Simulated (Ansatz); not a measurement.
CuPt:
```cif
data_Cu3Pt3
_chemical_formula_sum 'Cu3 Pt3'
_space_group_name_H-M_alt 'R-3m :H'
_space_group_IT_number 166
_space_group_name_Hall '-R 3 2"'
_cell_length_a 2.70165
_cell_length_b 2.70165
_cell_length_c 12.72339
_cell_angle_alpha 90.000
_cell_angle_beta 90.000
_cell_angle_gamma 120.000
loop_
_atom_site_label
_atom_site_type_symbol
_atom_site_symmetry_multiplicity
_atom_site_Wyckoff_symbol
_atom_site_fract_x
_atom_site_fract_y
_atom_site_fract_z
_atom_site_occupancy
Cu1 Cu 3 a 0.00000 0.00000 0.00000 1
Pt1 Pt 3 b 0.00000 0.00000 0.50000 1
```
(The calculation used a cell of 2 atoms; values per cell refer to that cell.)

This is the PBEsol-relaxed structure.

Question: All from PBEsol in the plane-wave PAW code Ansatz, unless another level is named. Give the formation energy from the elements (no fitted shifts).

Answer: -0.15 eV/atom.

Question: Give the density of states at the Fermi level.

Answer: 0.39 states/eV per atom (mean over ±0.08 eV).

Question: Give the gap with spin–orbit coupling.

Answer: none (metallic).

The workflow started from a Materials Project entry (that database holds measured and hypothetical structures alike); the Crystallography Open Database copy checked does not list it. With Cu and Pt taken as one species the cell has the higher symmetry Fm-3m, so it may be an ordered model of a mixed-site phase. Whether it is the stable phase at ambient conditions was not checked. The cell was relaxed with PBEsol under the symmetry of its start; of distortions, only those at the zone centre were tested. No spin polarisation was allowed. The references are the lowest solids computed at this level, not always the standard phases. Spin–orbit coupling is left out wherever it is not named.

Potentials: the later of the program's two PAW sets.
